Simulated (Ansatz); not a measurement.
Ti6O in space group P-31m (No. 162; Ti on 6k, O on 1a), r²SCAN (plane waves, PAW; program Ansatz), all energies at zero smearing, with the estimated change up to a 700 eV cutoff added, with one set of potentials and settings (totals compare only within such a set). Cell of 7 atoms (6 Ti, 1 O): -15598.445 eV.

| element | reference phase | E (eV/atom) |
|---|---|---|
| Ti | P6/mmm, 3 atoms in the cell | -2504.3896 |
| O | C2/m, 4 atoms in the cell, spin-polarised | -566.0281 |

Formation energy per atom, worked out: (-15598.445 − 6×(-2504.3896) − 1×(-566.0281))/7 = -0.868 eV/atom (-84 kJ per mol of atoms), at 0 K, without zero-point energy or fitted corrections.

The workflow started from a Materials Project entry (that database holds measured and hypothetical structures alike); the Crystallography Open Database files this formula in space group No. 162, but the cells were not matched. Whether it is the stable phase at ambient conditions was not checked. The cell was relaxed with r²SCAN under the symmetry of its start; its stability against distortions is not shown here. The run is not spin-polarised. The references are the lowest solids computed at this level, not always the standard phases (solids in place of the gases).

Potentials: the later of the program's two PAW sets.
